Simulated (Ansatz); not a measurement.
V (bcc, W type) is sheared across one {211} plane: the third cell vector gains the shift, so faults repeat every 7.3 Å. The cut lies between planes 1.22 Å apart; the cell height is held.

```
CELL_PARAMETERS angstrom
      2.59561     0.00000     0.00000
      0.00000     4.23861     0.00000
      0.00000     0.00000     7.34149
ATOMIC_POSITIONS crystal
  V  0.00000 0.00000 0.91667
  V  0.66667 0.50000 0.08333
  V  0.33333 0.00000 0.25000
  V  0.00000 0.50000 0.41667
  V  0.66667 0.00000 0.58333
  V  0.33333 0.50000 0.75000
```

In-plane vectors a = (2.596, 0.000) Å, b = (0.000, 4.239) Å, area 11.00 Å². The shift is s times the vector a (length 2.596 Å), so s = 1 restores the start. Atoms relax along the normal only. γ = [E(shift) − E(0)] / area.

Method: PBE (plane waves to 420 eV, PAW, scalar-relativistic; Ansatz, an electronic-structure program). k mesh 15×9×6 (Γ-centred), Fermi-Dirac smearing 0.05 eV. E is the zero-smearing estimate. With partly filled bands, the k mesh leaves noise in γ, roughly 0.02 J/m² as judged from a few cases. Faults lie only 7.3 Å apart, and holding the cell height raises γ above its relaxed value. V is run without spin polarisation. V was relaxed with its symmetry unable to fall. The zero of γ is zero shift. The last digit holds for this mesh only.

```tsv
s	γ (J/m²)
0.000	0.00
0.083	0.08
0.167	0.26
0.250	0.49
0.333	0.66
0.417	0.78
0.500	withheld
0.583	0.75
0.667	0.63
0.750	0.46
0.833	0.25
0.917	0.07
```

Question: Fit a Fourier form (three harmonics of 1 − cos and sin) to the given rows and predict γ at s = 0.500.

Answer: Least squares on the 11 given rows: γ = (0.398)·[1 − cos(2πs)] + (0.014)·sin(2πs) + (0.034)·[1 − cos(4πs)] + (-0.006)·sin(4πs) + (0.004)·[1 − cos(6πs)], in J/m²; root-mean-square residual 0.004 J/m². At 0.500 the fit gives 0.80 J/m²; the calculation gives 0.81 J/m², so the interpolation is off by -0.01 (-1.2 %). 

(The slope of γ gives the shear force per area between the displaced halves; near zero shift its curvature is an elastic stiffness.)
